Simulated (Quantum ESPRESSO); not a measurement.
# Zr2SiTiO7F: input and log of a self-consistent run

Computed values, not a measurement. The program is pw.x of Quantum ESPRESSO 7.5 (plane-wave density functional theory). The cell is made up: 12 atoms on a fluorite lattice, with randomly drawn elements, strain and displacements, not relaxed. PseudoDojo standard norm-conserving files (v0.5 for PBE, v0.4.1 for LDA and PBEsol) set the functional; there is no spin polarisation, spin-orbit coupling or dispersion term, and the masses in the input are unused placeholders. A spin-polarised start on this cell or one of its family kept no moment above 0.05 Bohr magneton at the same smearing; a narrower smearing was not tried.

Input:

```
&control calculation='scf', pseudo_dir='./dojo.nc.sr.pbe.v0_5.standard.upf', outdir='./o', disk_io='low', tprnfor=.true., tstress=.true. /
&system ibrav=0, nat=12, ntyp=5, nbnd=55, ecutwfc=84.00895049, nosym=.true., tot_charge=0,
 occupations='smearing', smearing='fd', degauss=0.0073498644
/
&electrons conv_thr=7.350e-09, electron_maxstep=60, /
ATOMIC_SPECIES
F 1.0 F.upf
O 1.0 O.upf
Si 1.0 Si.upf
Ti 1.0 Ti.upf
Zr 1.0 Zr.upf
CELL_PARAMETERS angstrom
5.0705 0.0 0.0
0.0 5.0705 0.0
0.0 0.0 5.0705
ATOMIC_POSITIONS angstrom
Zr 0.0807 0.0588 0.0349
Si -0.0595 2.5773 2.5751
Zr 2.6503 -0.0676 2.4175
Ti 2.4632 2.4677 -0.1136
O 1.4184 1.2784 1.1284
O 1.3177 1.2289 3.7592
O 1.2329 3.6934 1.1619
O 1.2975 3.9004 3.7168
O 3.6934 1.2605 1.3868
F 3.7697 1.2564 3.7434
O 3.747 3.7283 1.1327
O 3.8298 3.861 3.8686
K_POINTS automatic
6 6 6 1 1 1
```

The log is shortened where brackets say so; the opening notice, blank lines, dates and the lines on written files are dropped, and the path of the files is cut. It prints rydbergs, bohrs and kilobars, and counts compression as positive stress.

```
     Program PWSCF v.7.5
     Parallel version (MPI & OpenMP), running on       4 processor cores
     Number of MPI processes:                 4
     Threads/MPI process:                     1
     [start-up lines left out]
     bravais-lattice index     =            0
     lattice parameter (alat)  =       9.5819  a.u.
     unit-cell volume          =     879.7291 (a.u.)^3
     number of atoms/cell      =           12
     number of atomic types    =            5
     number of electrons       =        89.00
     number of Kohn-Sham states=           55
     kinetic-energy cutoff     =      84.0090  Ry
     charge density cutoff     =     336.0358  Ry
     scf convergence threshold =      7.3E-09
     mixing beta               =       0.7000
     number of iterations used =            8  plain     mixing
     Exchange-correlation= PBE
                           (   1   4   3   4   0   0   0)
     [axes and pseudopotential details left out]
   Cartesian axes
     site n.     atom                  positions (alat units)
         1        Zr     tau(   1) = (   0.0159156   0.0115965   0.0068830  )
         2        Si     tau(   2) = (  -0.0117345   0.5082931   0.5078592  )
         3        Zr     tau(   3) = (   0.5226901  -0.0133320   0.4767774  )
         4        Ti     tau(   4) = (   0.4857904   0.4866778  -0.0224041  )
         5        O      tau(   5) = (   0.2797357   0.2521250   0.2225422  )
         6        O      tau(   6) = (   0.2598758   0.2423627   0.7413865  )
         7        O      tau(   7) = (   0.2431516   0.7284094   0.2291490  )
         8        O      tau(   8) = (   0.2558919   0.7692338   0.7330244  )
         9        O      tau(   9) = (   0.7284094   0.2485948   0.2735036  )
        10        F      tau(  10) = (   0.7434573   0.2477862   0.7382704  )
        11        O      tau(  11) = (   0.7389804   0.7352924   0.2233902  )
        12        O      tau(  12) = (   0.7553101   0.7614634   0.7629622  )
     number of k points=   108  Fermi-Dirac smearing, width (Ry)=  0.0073
     Number of k-points >= 100: set verbosity='high' to print them.
     Dense  grid:    91623 G-vectors     FFT dimensions: (  60,  60,  60)
     Estimated max dynamical RAM per process >     410.09 MB
     Estimated total dynamical RAM >       1.54 GB
     Initial potential from superposition of free atoms
     starting charge      88.9930, renormalised to      89.0000
     Starting wfcs are   66 randomized atomic wfcs
     total cpu time spent up to now is        7.7 secs
     per-process dynamical memory:   350.5 Mb
     Self-consistent Calculation
     iteration #  1     ecut=    84.01 Ry     beta= 0.70
     Davidson diagonalization with overlap
     ethr =  1.00E-02,  avg # of iterations =  2.0
     total cpu time spent up to now is       22.5 secs
     total energy              =    -609.03417159 Ry
     estimated scf accuracy    <       4.58472151 Ry
     iteration #  2     ecut=    84.01 Ry     beta= 0.70
     Davidson diagonalization with overlap
     ethr =  5.15E-03,  avg # of iterations =  3.6
     total cpu time spent up to now is       42.3 secs
     total energy              =    -604.20921962 Ry
     estimated scf accuracy    <      51.57324826 Ry
     iteration #  3     ecut=    84.01 Ry     beta= 0.70
     Davidson diagonalization with overlap
     ethr =  5.15E-03,  avg # of iterations =  6.6
     total cpu time spent up to now is       61.8 secs
     total energy              =    -611.17383743 Ry
     estimated scf accuracy    <       3.57388727 Ry
     iteration #  4     ecut=    84.01 Ry     beta= 0.70
     Davidson diagonalization with overlap
     ethr =  4.02E-03,  avg # of iterations =  2.1
     total cpu time spent up to now is       76.5 secs
     total energy              =    -611.47761856 Ry
     estimated scf accuracy    <       0.94766481 Ry
     iteration #  5     ecut=    84.01 Ry     beta= 0.70
     Davidson diagonalization with overlap
     ethr =  1.06E-03,  avg # of iterations =  6.9
     total cpu time spent up to now is       94.8 secs
     total energy              =    -611.41769054 Ry
     estimated scf accuracy    <       0.49478905 Ry
     [iterations 6 to 11 left out]
     iteration # 12     ecut=    84.01 Ry     beta= 0.70
     Davidson diagonalization with overlap
     ethr =  1.87E-08,  avg # of iterations =  2.0
     total cpu time spent up to now is      220.9 secs
     total energy              =    -611.45311491 Ry
     estimated scf accuracy    <       0.00000114 Ry
     iteration # 13     ecut=    84.01 Ry     beta= 0.70
     Davidson diagonalization with overlap
     ethr =  1.28E-09,  avg # of iterations =  4.8
     total cpu time spent up to now is      238.7 secs
     total energy              =    -611.45311485 Ry
     estimated scf accuracy    <       0.00000169 Ry
     iteration # 14     ecut=    84.01 Ry     beta= 0.70
     Davidson diagonalization with overlap
     ethr =  1.28E-09,  avg # of iterations =  2.0
     total cpu time spent up to now is      253.0 secs
     total energy              =    -611.45311511 Ry
     estimated scf accuracy    <       0.00000016 Ry
     iteration # 15     ecut=    84.01 Ry     beta= 0.70
     Davidson diagonalization with overlap
     ethr =  1.79E-10,  avg # of iterations =  2.0
     total cpu time spent up to now is      268.6 secs
     total energy              =    -611.45311513 Ry
     estimated scf accuracy    <       0.00000002 Ry
     iteration # 16     ecut=    84.01 Ry     beta= 0.70
     Davidson diagonalization with overlap
     ethr =  1.82E-11,  avg # of iterations =  3.4
     total cpu time spent up to now is      285.0 secs
     End of self-consistent calculation
     Number of k-points >= 100: set verbosity='high' to print the bands.
     the Fermi energy is    11.6000 ev
!    total energy              =    -611.45311513 Ry
     estimated scf accuracy    <          4.1E-09 Ry
     smearing contrib. (-TS)   =      -0.00298648 Ry
     internal energy E=F+TS    =    -611.45012865 Ry
     The total energy is F=E-TS. E is the sum of the following terms:
     one-electron contribution =    -151.83598047 Ry
     hartree contribution      =     129.62153383 Ry
     xc contribution           =    -130.22906592 Ry
     ewald contribution        =    -459.00661610 Ry
     convergence has been achieved in  16 iterations
     Forces acting on atoms (cartesian axes, Ry/au):
     atom    1 type  5   force =     0.04522793   -0.08174087    0.02993522
     atom    2 type  3   force =     0.04866418    0.08743673   -0.05348508
     atom    3 type  5   force =    -0.09062337   -0.09384753   -0.02246945
     atom    4 type  4   force =    -0.08319638    0.08006463    0.07060445
     atom    5 type  2   force =    -0.05137297   -0.01258426    0.00169894
     atom    6 type  2   force =    -0.02541411    0.07510311   -0.01718045
     atom    7 type  2   force =    -0.00699672    0.01260458    0.00894161
     atom    8 type  2   force =    -0.01708676   -0.08074501    0.01280239
     atom    9 type  2   force =     0.13052360    0.04746719   -0.06288095
     atom   10 type  1   force =     0.01918920    0.03024517    0.05236123
     atom   11 type  2   force =     0.02101544   -0.00190591    0.05433090
     atom   12 type  2   force =     0.01006995   -0.06209783   -0.07465881
     Total force =     0.339384     Total SCF correction =     0.000168
     Computing stress (Cartesian axis) and pressure
          total   stress  (Ry/bohr**3)                   (kbar)     P=      -41.28
  -0.00019415   0.00012363  -0.00012325          -28.56       18.19      -18.13
   0.00012363  -0.00043850  -0.00015762           18.19      -64.51      -23.19
  -0.00012325  -0.00015762  -0.00020923          -18.13      -23.19      -30.78
     init_run     :      7.31s CPU      7.61s WALL (       1 calls)
     electrons    :    276.56s CPU    277.35s WALL (       1 calls)
     forces       :      3.10s CPU      3.11s WALL (       1 calls)
     stress       :     10.37s CPU     10.38s WALL (       1 calls)
     [timing details left out]
     PWSCF        :   4m57.49s CPU   4m58.65s WALL
     JOB DONE.
```

In other units: free energy -8319.243 eV for the cell, pressure -4.13 GPa, largest force component 3.356 eV/Å. A rerun of a related cell, with the same atoms placed differently, at a cutoff of 1467 eV and k mesh 8 x 8 x 8 moved values by no more than 0.003 eV in energy, 0.05 GPa in stress and 0.003 eV/Å in force.